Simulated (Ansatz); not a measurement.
**BeSF: reading a single point**

```yaml
crystal:
  lattice:
    - [3.50857, 0.00000, 0.00000]
    - [-1.75429, 3.03851, 0.00000]
    - [-1.75429, 1.01284, 7.24707]
  atoms:
    - { symbol: S, position: [0.39110, 0.60890, 0.17330] }
    - { symbol: S, position: [0.60890, 0.39110, 0.82670] }
    - { symbol: Be, position: [0.50000, 0.50000, 0.50000] }
    - { symbol: F, position: [0.16730, 0.83270, 0.50190] }
    - { symbol: F, position: [0.83270, 0.16730, 0.49810] }
    - { symbol: Be, position: [0.00000, 0.00000, 0.00000] }
```

The numbers come from plane-wave PAW DFT (Ansatz): r2SCAN, no spin polarisation, 500 eV, 9×9×9 Γ-centred k points, fermi-dirac occupations (width 0.0762 eV). Nothing was relaxed.

Q: What does the stress say?

A: The pressure is -5.6 GPa (compression positive), so with the atoms held at these fractions the cell would first shrink. The principal stresses -6.1, -6.1, -4.7 GPa differ, so its shape would change too.

Q: Metal or insulator?

A: It is a metal, with about 6.2 states/eV a cell as the mean within 0.25 eV of the Fermi level, mostly S p (66 %) and F p (32 %).

Q: What do density and ELF say about some of the short contacts?

A: F–F at 2.03 Å: least valence density 0.35 e/Å³ and ELF 0.06 there. Be–F at 2.03 Å is left out, since its least density falls inside a PAW sphere. These are pseudo-fields; inside the PAW spheres they differ from the all-electron ones.

Q: Give the Bader charges.

A: Bader charges in e: Be +1.64 to +1.79, S -0.98, F -0.74. In the mean Be gives up most and S takes most.

Origin: a known structure type with other elements, at an estimated volume, so it need not be a known compound. Caveats: many states at the Fermi level without spin polarisation, so a magnetic state may lie lower.
